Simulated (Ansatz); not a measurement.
SiBi₂O₅:
Space group Cmcm (No. 63); a = 15.151 Å, b = 5.482 Å, c = 5.306 Å, α = β = γ = 90.00°

```csv
atom,site,symmetry,x,y,z
Si,4c,m2m,0.0000,0.3192,0.2500
Bi,8g,..m,0.3349,0.2833,0.2500
O,8e,2..,0.2496,0.0000,0.0000
O,8g,..m,0.0919,0.1728,0.2500
O,4b,2/m..,0.0000,0.5000,0.0000
```
(The calculation used a cell of 16 atoms; values per cell refer to that cell.)

Relaxed with DFT-r²SCAN in the program Ansatz with PAW potentials. Indices refer to the conventional cell of Cmcm, a = 15.1508 Å, b = 5.4822 Å, c = 5.3061 Å, α = 90.00°, β = 90.00°, γ = 90.00°.

Question: Simulate the powder diffraction pattern (Mo Kα, λ = 0.71073 Å; lines above 1 %) up to 2θ = 45°.

Answer: Simulated powder pattern, Mo Kα, λ = 0.71073 Å (kinematic, ideal powder, no thermal factors, no anomalous dispersion; the 30 strongest lines at most, above 1 %, up to 2θ = 45°):

```json
[
 {"2θ (°)": "5.38", "d (Å)": "7.575", "I/Imax (%)": "31", "hkl": "(200)"},
 {"2θ (°)": "10.77", "d (Å)": "3.788", "I/Imax (%)": "5.9", "hkl": "(400)"},
 {"2θ (°)": "10.98", "d (Å)": "3.714", "I/Imax (%)": "6.4", "hkl": "(310)"},
 {"2θ (°)": "11.03", "d (Å)": "3.697", "I/Imax (%)": "20", "hkl": "(111)"},
 {"2θ (°)": "13.41", "d (Å)": "3.043", "I/Imax (%)": "100", "hkl": "(311)"},
 {"2θ (°)": "14.90", "d (Å)": "2.741", "I/Imax (%)": "14", "hkl": "(020)"},
 {"2θ (°)": "15.40", "d (Å)": "2.653", "I/Imax (%)": "18", "hkl": "(002)"},
 {"2θ (°)": "16.18", "d (Å)": "2.525", "I/Imax (%)": "13", "hkl": "(600)"},
 {"2θ (°)": "17.23", "d (Å)": "2.372", "I/Imax (%)": "10", "hkl": "(511)"},
 {"2θ (°)": "18.42", "d (Å)": "2.221", "I/Imax (%)": "7.4", "hkl": "(420)"},
 {"2θ (°)": "18.82", "d (Å)": "2.173", "I/Imax (%)": "8.0", "hkl": "(402)"},
 {"2θ (°)": "21.49", "d (Å)": "1.906", "I/Imax (%)": "17", "hkl": "(022)"},
 {"2θ (°)": "21.77", "d (Å)": "1.882", "I/Imax (%)": "7.5", "hkl": "(711)"},
 {"2θ (°)": "22.06", "d (Å)": "1.857", "I/Imax (%)": "12", "hkl": "(620)"},
 {"2θ (°)": "22.16", "d (Å)": "1.849", "I/Imax (%)": "4.6", "hkl": "(222)"},
 {"2θ (°)": "22.41", "d (Å)": "1.829", "I/Imax (%)": "14", "hkl": "(602)"},
 {"2θ (°)": "23.39", "d (Å)": "1.753", "I/Imax (%)": "5.9", "hkl": "(621)"},
 {"2θ (°)": "23.87", "d (Å)": "1.718", "I/Imax (%)": "4.2", "hkl": "(330)"},
 {"2θ (°)": "25.11", "d (Å)": "1.635", "I/Imax (%)": "13", "hkl": "(331)"},
 {"2θ (°)": "25.72", "d (Å)": "1.597", "I/Imax (%)": "18", "hkl": "(313)"},
 {"2θ (°)": "26.68", "d (Å)": "1.540", "I/Imax (%)": "18", "hkl": "(911)"},
 {"2θ (°)": "27.01", "d (Å)": "1.521", "I/Imax (%)": "12", "hkl": "(622)"},
 {"2θ (°)": "28.53", "d (Å)": "1.442", "I/Imax (%)": "6.1", "hkl": "(332)"},
 {"2θ (°)": "33.52", "d (Å)": "1.232", "I/Imax (%)": "5.4", "hkl": "(333)"},
 {"2θ (°)": "34.28", "d (Å)": "1.206", "I/Imax (%)": "5.1", "hkl": "(931)"},
 {"2θ (°)": "34.74", "d (Å)": "1.190", "I/Imax (%)": "7.9", "hkl": "(913)"},
 {"2θ (°)": "35.22", "d (Å)": "1.175", "I/Imax (%)": "4.9", "hkl": "(641)"},
 {"2θ (°)": "38.44", "d (Å)": "1.079", "I/Imax (%)": "4.7", "hkl": "(624)"},
 {"2θ (°)": "39.46", "d (Å)": "1.053", "I/Imax (%)": "5.2", "hkl": "(12 2 2)"},
 {"2θ (°)": "40.76", "d (Å)": "1.020", "I/Imax (%)": "4.5", "hkl": "(315)"}
]
```

The start of the workflow was typed in or built on a structure type; neither database checked (COD, Materials Project) lists it. Whether it is the stable phase at ambient conditions was not checked. The r²SCAN relaxation kept the symmetry of its start; its stability against distortions is not shown here. Scalar-relativistic: spin–orbit coupling is off unless named, which matters more the heavier the elements.

Potentials: the earlier of the program's two PAW sets.
